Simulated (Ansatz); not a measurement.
Data:

TaGa3:
```
CELL_PARAMETERS angstrom
     -1.88799     1.88799     4.31823
      1.88799    -1.88799     4.31823
      1.88799     1.88799    -4.31823
ATOMIC_POSITIONS crystal
  Ta 0.00000 0.00000 0.00000
  Ga 0.50000 0.50000 0.00000
  Ga 0.75000 0.25000 0.50000
  Ga 0.25000 0.75000 0.50000
```

This is the PBEsol-relaxed structure.

Question: All from DFT-PBEsol in the program Ansatz with PAW potentials, unless another level is named. Give the highest zone-centre frequency.

Answer: 227 cm⁻¹.

Question: What about the bulk modulus (Birch–Murnaghan fit)?

Answer: 141 GPa.

Space group I4/mmm. The first step of the workflow began from a Materials Project structure, measured or hypothetical; the Crystallography Open Database files this formula in space group No. 139, but the cells were not matched. Its standing as an ambient phase is unchecked. The PBEsol relaxation kept the symmetry of its start; of distortions, only those at the zone centre were tested. No spin polarisation was allowed. As this level gives no gap, phonon frequencies hold no LO–TO term and depend on the k-mesh and smearing (Fermi–Dirac, 0.1 eV here). Spin–orbit coupling is left out wherever it is not named.

Potentials: the later of the program's two PAW sets.
